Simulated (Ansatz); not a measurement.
The relaxed structure here is a generated cell of Be: the first start was made by placing the elements on the sites of a structure type, and the end was not matched to a known phase here, so it may be hypothetical. Known forms of Be include space group No. 194.

A relaxed cell of Be (Fm-3m (No. 225)), relaxed on a k-mesh at least as fine as the one used below. All values below come from PBEsol (plane waves to 420 eV, PAW, scalar-relativistic; Ansatz, a quantum-chemistry and plane-wave program). Γ-centred k-mesh 18×18×9 on the run's cell (coarser than for final values), Fermi–Dirac smearing 0.05 eV.

```
Be
1.0
    0.00000     1.57379     1.57379
    1.57379     0.00000     1.57379
    3.14758     3.14758     0.00000
Be
2
Direct
  0.50000   0.50000   0.25000
  0.50000   0.50000   0.75000
```

The atoms are displaced by (Å):

```json
[
 {"atom": "Be1", "ux": "-0.001", "uy": "-0.186", "uz": "0.061"},
 {"atom": "Be2", "ux": "0.086", "uy": "0.017", "uz": "-0.046"}
]
```

### Question
What forces (eV/Å) and pressure result?

### Answer
```csv
atom,Fx,Fy,Fz
Be1,0.79,1.22,-0.88
Be2,-0.79,-1.22,0.88
```

Pressure +4.9 GPa.

### Question
Estimate the energy cost of the displacement in the harmonic approximation and compare with the calculation.

### Answer
For a harmonic well ΔE = −½ Σ F·u = 0.205 eV a cell, or 103 meV/atom. The calculated energy relative to the undisplaced cell is +0.10 eV/atom, so the harmonic estimate holds well.

No spin polarisation in the result.

The run that gave the undisplaced cell could not lose the symmetry of its start; a randomly shaken copy of 2 atoms returns to this structure.
